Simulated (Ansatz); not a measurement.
Input and command of a calculation in Ansatz (plane waves; scalar-relativistic PAW potentials unless the input names others):

```yaml
crystal:
  lattice:
    - [3.952951199, 0.0, 0.0]
    - [0.0, 4.0387404749, 0.0]
    - [0.0, 0.0, 24.9294267985]
  atoms:
    - { symbol: Ti, position: [0.5, 0.0, 0.3409625126], spin: 2.0 }
    - { symbol: Al, position: [0.0, 0.5, 0.3409625126] }
    - { symbol: Ti, position: [0.0, 0.0, 0.4202453463] }
    - { symbol: Al, position: [0.5, 0.5, 0.4202453463] }
    - { symbol: Ti, position: [0.4994867602, 3.96353e-05, 0.5016178257] }
    - { symbol: Al, position: [-0.0004581723, 0.4998921468, 0.4997290362] }
    - { symbol: Ti, position: [-0.0005722388, -0.0002878478, 0.5813848791] }
    - { symbol: Al, position: [0.4976429075, 0.4998361351, 0.5781341296] }
    - { symbol: H, position: [0.0118695787, 0.4991967176, 0.6110240786] }
basis:
  ecutwfc: 420
kpoints:
  mp_grid: { grid: [7, 7, 1] }
hamiltonian:
  xc: pbesol
scf:
  occupations: { method: gaussian, width: 0.1 }
  max_iter: 100
output:
  forces: true
  eigenvalues: true
efield:
  axis: 3
  dipole_correction: true
  ramp_width: 0.04
```

```bash
ansatz run input.yaml --threads 1 --pin off --max-ram 2560MiB --backend cpu --events-out ev --progress --plain --runs-dir out
```

Will this input run?

The program refuses it, because of a moment without spin polarisation (crystal.atoms[0].spin: not typed → 2.0). Without that key it is accepted.

Abridged log:
```
Error: inconsistent input (magnetization.spin_polarized): false but per-atom `spin:`, `per_species`, `initial_magnetization`, `magnetic_field`, or `spin_locking` is set
```